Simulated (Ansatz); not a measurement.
A relaxed structure of LiH is spoiled in several ways and relaxed again each time (noise and exchanges are one random draw each; pressure is positive under compression). Level of theory: PBE (plane waves to 420 eV, PAW, scalar-relativistic; Ansatz, a program for electronic structure).

```cif
data_H4Li4
_chemical_formula_sum 'H4 Li4'
_space_group_name_H-M_alt 'Fm-3m'
_space_group_IT_number 225
_space_group_name_Hall '-F 4 2 3'
_cell_length_a 4.00712
_cell_length_b 4.00712
_cell_length_c 4.00712
_cell_angle_alpha 90.000
_cell_angle_beta 90.000
_cell_angle_gamma 90.000
loop_
_atom_site_label
_atom_site_type_symbol
_atom_site_symmetry_multiplicity
_atom_site_Wyckoff_symbol
_atom_site_fract_x
_atom_site_fract_y
_atom_site_fract_z
_atom_site_occupancy
H1 H 4 a 0.00000 0.00000 0.00000 1
Li1 Li 4 b 0.50000 0.50000 0.50000 1
```
(The calculation used a cell of 2 atoms; values per cell refer to that cell.)

```tsv
change	first pressure (GPa)	first V (Å³/atom)	released (eV/atom)	moves	outcome	final group	E − E(parent) (eV/atom)
with every coordinate shifted by Gaussian noise of σ = 0.2 Å	5.1	8.04	0.12	4	returns to the parent	Fm-3m	0.000
with every coordinate shifted by Gaussian noise of σ = 0.2 Å	8.0	8.04	0.21	5	returns to the parent	Fm-3m	0.000
deformed by the Cartesian strain tensor (xx, yy, zz, yz, xz, xy) = (0.029, 0.023, -0.058, 0.057, -0.024, 0.023)	1.0	7.94	0.031	5	returns to the parent	Fm-3m	0.000
doubled along one cell vector, shaken by Gaussian noise of σ = 0.08 Å a coordinate	0.9	8.04	0.020	4	returns to the parent	Fm-3m	0.000
```

First-step values come from each run's starting, coarser k-mesh (10×10×10, 10×11×10, 10×5×10). The runs use different k-meshes, so differences are rounded accordingly. No spin polarisation in the result.
